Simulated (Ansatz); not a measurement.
A free-standing Janus 2H monolayer of TiSTe, relaxed with r2SCAN in Ansatz 0.2.0. In-plane lattice: a = 3.556 Å, b = 3.556 Å, γ = 120.0°; thickness between the outer nuclei 3.22 Å. Ti is surrounded by 3 S at 2.42 Å and 3 Te at 2.82 Å; S is surrounded by 3 Ti at 2.42 Å; Te is surrounded by 3 Ti at 2.82 Å.

The axes x, y and z are those of this cell:
```yaml
crystal:
  lattice:
    - [3.55601, 0.00000, 0.00000]
    - [-1.77800, 3.07959, 0.00000]
    - [0.00000, 0.00000, 31.07882]
  atoms:
    - { symbol: Ti, position: [0.33333, 0.66667, 0.29652] }
    - { symbol: S, position: [0.66667, 0.33333, 0.33785] }
    - { symbol: Te, position: [0.66667, 0.33333, 0.23439] }
```
Periodic in the plane only; c spans the vacuum.

Unstrained: With r2SCAN the valence top lies at Γ and the conduction bottom at Γ–M (0.83 of the way from Γ), 0.435 eV higher; the smallest vertical gap, at Γ–M (0.80 of the way from Γ), is 0.930 eV. HSE06 gives an indirect gap of 0.878 eV, from Γ to M; the least direct gap is 1.418 eV at Γ–M (0.82 of the way from Γ). Meshes: r2SCAN 12×12×1, HSE06 6×6×1. Strains are changes of length per length, and xy shears are angles. After each strain the atoms were relaxed again with r2SCAN within the symmetry that the strain leaves, so tilts or polar shifts that break it weren't tested; points keep the names that they have in the unstrained zone. Note: simulated data, non-magnetic, for a generated structure that need not be the stable one.

Q: Apply uniaxial -2.0 % along y, other directions held. How far does the gap move, against the unstrained cell?

A: HSE06: the gap goes from 0.878 to 0.696 eV (-0.182 eV).

Q: Estimate what xy shear, engineering strain (angle) -2.0 % does to the gap.

A: HSE06: the gap goes from 0.878 to 0.789 eV (-0.089 eV).

Q: Apply in-plane biaxial -0.5 %. How far does the gap move, against the unstrained cell?

A: HSE06: the gap goes from 0.878 to 0.828 eV (-0.050 eV).

Q: Estimate what uniaxial +1.0 % along x, other directions held does to the gap.

A: HSE06: the gap goes from 0.878 to 0.891 eV (+0.013 eV).

Spin-orbit coupling is left out, which matters wherever the heavy atoms make up the band edges.

The meshes of the hybrids are coarse, so their gaps aren't converged to the digits shown.
